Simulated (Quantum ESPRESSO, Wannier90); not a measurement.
## MgTe (zinc blende), plane waves to Wannier functions

Materials Project entry mp-13033; symmetrised, unrelaxed at this level. Not found in the COD (Crystallography Open Database) copy used, which has the formula in other groups; not checked further. Method: PBEsol plane waves in Quantum ESPRESSO 7.5 (PseudoDojo norm-conserving files, 68 Ry, no spin polarisation, no spin-orbit coupling), Bloch states on a 8×8×8 mesh through Γ, Wannier90 4.0.1. Density: 8×8×8 mesh, cold smearing 0.01 Ry. Spin-orbit coupling is left out although heavy elements are present.

On the energy scale of pw.x, whose zero is arbitrary, the valence-band maximum lies at 4.33 eV.

Input w.win:

```
num_bands = 4
num_wann = 4
exclude_bands = 1-9,14-24
num_iter = 800
conv_tol = 1.0e-6
conv_window = 4
write_hr = true
write_u_matrices = true
begin projections
f=0.125000,0.125000,-0.375000:s
f=0.125000,-0.375000,0.125000:s
f=-0.375000,0.125000,0.125000:s
f=0.125000,0.125000,0.125000:s
end projections
begin unit_cell_cart
ang
    0.0000000000    3.2320000000    3.2320000000
    3.2320000000    0.0000000000    3.2320000000
    3.2320000000    3.2320000000    0.0000000000
end unit_cell_cart
begin atoms_frac
Mg   0.0000000000  0.0000000000  0.0000000000
Te   0.2500000000  0.2500000000  0.2500000000
end atoms_frac
mp_grid = 8 8 8
begin kpoints
0.0000000000 0.0000000000 0.0000000000
0.0000000000 0.0000000000 0.1250000000
0.0000000000 0.0000000000 0.2500000000
... (509 more lines: the 8x8x8 mesh through Gamma)
end kpoints
```

Input of pw2wannier90.x that gives the overlap and projection files (equivalent; here they were cut from one run over all bands):

```
&inputpp
  outdir = './out'
  prefix = 'pwscf'
  seedname = 'w'
  write_amn = .true.
  write_mmn = .true.
/
```

Output w.wout (banner and timings cut):

```
                                    ------
                                    SYSTEM
                                    ------

                              Lattice Vectors (Ang)
                    a_1     0.000000   3.232000   3.232000
                    a_2     3.232000   0.000000   3.232000
                    a_3     3.232000   3.232000   0.000000

                   Unit Cell Volume:      67.52181  (Ang^3)

                        Reciprocal-Space Vectors (Ang^-1)
                    b_1    -0.972027   0.972027   0.972027
                    b_2     0.972027  -0.972027   0.972027
                    b_3     0.972027   0.972027  -0.972027

 *----------------------------------------------------------------------------*
 |   Site       Fractional Coordinate          Cartesian Coordinate (Ang)     |
 +----------------------------------------------------------------------------+
 | mg   1   0.00000   0.00000   0.00000   |    0.00000   0.00000   0.00000    |
 | te   1   0.25000   0.25000   0.25000   |    1.61600   1.61600   1.61600    |
 *----------------------------------------------------------------------------*
                                ------------
                                K-POINT GRID
                                ------------

             Grid size =  8 x  8 x  8      Total points =  512

 *---------------------------------- MAIN ------------------------------------*
 |  Number of Wannier Functions               :                 4             |
 |  Number of Objective Wannier Functions     :                 4             |
 |  Number of input Bloch states              :                 4             |
 |  Output verbosity (1=low, 5=high)          :                 1             |
 |  Timing Level (1=low, 5=high)              :                 1             |
 |  Optimisation (0=memory, 3=speed)          :                 3             |
 |  Length Unit                               :               Ang             |
 |  Post-processing setup (write *.nnkp)      :                 F             |
 |  Using Gamma-only branch of algorithms     :                 F             |
 *----------------------------------------------------------------------------*
 *------------------------------- WANNIERISE ---------------------------------*
 |  Total number of iterations                :               800             |
 |  Number of CG steps before reset           :                 5             |
 |  Trial step length for line search         :             2.000             |
 |  Convergence tolerence                     :         0.100E-05             |
 |  Convergence window                        :                 4             |
 |  Iterations between writing output         :                 1             |
 |  Iterations between backing up to disk     :               100             |
 |  Write r^2_nm to file                      :                 F             |
 |  Write xyz WF centres to file              :                 F             |
 |  Write on-site energies <0n|H|0n> to file  :                 F             |
 |  Use guiding centre to control phases      :                 F             |
 |  Use phases for initial projections        :                 F             |
 *----------------------------------------------------------------------------*
 *-------------------------------- PLOTTING ----------------------------------*
 |  Plotting Hamiltonian in WF basis          :                 T             |
 *----------------------------------------------------------------------------*

       ... (k-mesh section left out)

 Starting a new Wannier90 calculation ...

 Reading overlaps from w.mmn

 Reading projections from w.amn

 *------------------------------- WANNIERISE ---------------------------------*
 +--------------------------------------------------------------------+<-- CONV
 | Iter  Delta Spread     RMS Gradient      Spread (Ang^2)            |<-- CONV
 +--------------------------------------------------------------------+<-- CONV

 ------------------------------------------------------------------------------
 Initial State
  WF centre and spread    1  ( -1.174159, -1.174159,  1.174159 )     2.19289755
  WF centre and spread    2  ( -1.174159,  1.174159, -1.174159 )     2.19289755
  WF centre and spread    3  (  1.174159, -1.174159, -1.174159 )     2.19289755
  WF centre and spread    4  (  1.174159,  1.174159,  1.174159 )     2.19289755
  Sum of centres and spreads ( -0.000000, -0.000000, -0.000000 )     8.77159020

      0     0.877E+01     0.0000000000        8.7715901992  <-- CONV
        O_D=      0.2702098 O_OD=      0.9868342 O_TOT=      8.7715902 <-- SPRD
 ------------------------------------------------------------------------------
      1    -0.199E+00     0.2397163718        8.5727258638  <-- CONV
        O_D=      0.0791602 O_OD=      0.9790195 O_TOT=      8.5727259 <-- SPRD
      2    -0.702E-01     0.1734246165        8.5024869299  <-- CONV
        O_D=      0.0131751 O_OD=      0.9747656 O_TOT=      8.5024869 <-- SPRD
      3    -0.146E-01     0.0964856281        8.4878586974  <-- CONV
        O_D=      0.0019704 O_OD=      0.9713421 O_TOT=      8.4878587 <-- SPRD
      4    -0.151E-02     0.0403528471        8.4863437779  <-- CONV
        O_D=      0.0014848 O_OD=      0.9703127 O_TOT=      8.4863438 <-- SPRD
      5    -0.536E-03     0.0196833244        8.4858073129  <-- CONV
        O_D=      0.0013768 O_OD=      0.9698843 O_TOT=      8.4858073 <-- SPRD
       ... (lines left out)
     14    -0.241E-06     0.0003744294        8.4853226125  <-- CONV
        O_D=      0.0012543 O_OD=      0.9695222 O_TOT=      8.4853226 <-- SPRD
     15    -0.125E-06     0.0003071174        8.4853224873  <-- CONV
        O_D=      0.0012543 O_OD=      0.9695220 O_TOT=      8.4853225 <-- SPRD
     16    -0.285E-07     0.0001669067        8.4853224588  <-- CONV
        O_D=      0.0012543 O_OD=      0.9695219 O_TOT=      8.4853225 <-- SPRD
             <<<     Delta < 1.000E-06  over  4 iterations     >>>
             <<< Wannierisation convergence criteria satisfied >>>
 Final State
  WF centre and spread    1  ( -1.173888, -1.173888,  1.173888 )     2.12133061
  WF centre and spread    2  ( -1.173888,  1.173888, -1.173888 )     2.12133061
  WF centre and spread    3  (  1.173888, -1.173888, -1.173888 )     2.12133061
  WF centre and spread    4  (  1.173888,  1.173888,  1.173888 )     2.12133061
  Sum of centres and spreads ( -0.000000, -0.000000, -0.000000 )     8.48532246

         Spreads (Ang^2)       Omega I      =     7.514546210
        ================       Omega D      =     0.001254324
                               Omega OD     =     0.969521926
    Final Spread (Ang^2)       Omega Total  =     8.485322459
```
